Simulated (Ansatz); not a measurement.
# HfC: computed property card

HfC:
```xyz
2
Lattice="0.0000 2.4979 2.4979 2.4979 0.0000 2.4979 2.4979 2.4979 0.0000" Properties=species:S:1:pos:R:3 pbc="T T T"
Hf     0.0000     0.0000     0.0000
C      1.2490     1.2490     1.2490
```

Space group F-43m (No. 216), zinc blende; conventional cell a = b = c = 4.996 Å, α = β = γ = 90.00°.

Method: PBEsol in the plane-wave PAW code Ansatz. Geometry: relaxed at this level of theory. Other levels are named where they apply.

### Cell and energy

```
Item                                                             Value
-----------------------------------------------------  ---------------
Volume per atom                                               15.59 Å³
Density                                                    10.15 g/cm³
Formation energy from the elements (no fitted shifts)  -25 kJ/mol-atom
```

### Electronic structure

```
Property                                                        Result
----------------------------  ----------------------------------------
Band gap                                              0.19 eV (direct)
Valence-band maximum                                              at W
Conduction-band minimum                    at W (6 equivalent valleys)
Electron effective mass          0.40, 0.40, 3.1 mₑ (principal values)
Hole effective mass              0.70, 0.70, 9.8 mₑ (principal values)
HSE06 gap on the PBEsol cell                                   0.92 eV
Gap with spin–orbit coupling  0.08 eV (the band order may be inverted)
```

### Mechanics

```
Item                                                                           Value
--------------------------------------------  --------------------------------------
Bulk modulus (Birch–Murnaghan fit)                                           163 GPa
Pressure derivative B′                                                           3.6
Elastic constants (relaxed ions, GPa)               C11 = 171, C12 = 159, C44 = 55.0
Mechanical stability                          stable (all eigenvalues of C positive)
Hill bulk and shear moduli                                          163 and 24.3 GPa
Young's modulus                                                             69.5 GPa
Poisson's ratio                                                                 0.43
Debye temperature from the elastic constants                                   210 K
```

### Dielectric response

```
Item                                                                   Result
--------------------------------------------------------  -------------------
Electronic dielectric constant ε∞ (DFPT)                                 22.4
Static dielectric constant ε0 (ions relaxed, cell fixed)                 30.2
Born charges (a third of the trace)                       Hf +4.15, C -4.15 e
```

### Phonons

```
Property                                                                   Value
--------------------------------------------------  ----------------------------
Highest zone-centre frequency (without LO–TO term)                      559 cm⁻¹
Zone-centre stability                                     no imaginary mode at Γ
Dynamical stability on the path                     stable (no imaginary branch)
Zero-point energy                                                  63.9 meV/atom
Vibrational entropy at 300 K                             23.5 J/(K·mol of atoms)
```

The start of the workflow was typed in or built on a structure type; neither database checked (COD, Materials Project) lists it. It is not the phase usual at ambient conditions (space group No. 225). The cell was relaxed with PBEsol under the symmetry of its start. No spin polarisation was allowed. The references are the lowest solids computed at this level, not always the standard phases. Scalar-relativistic: spin–orbit coupling is off unless named, which matters more the heavier the elements.

Potentials: the later of the program's two PAW sets.
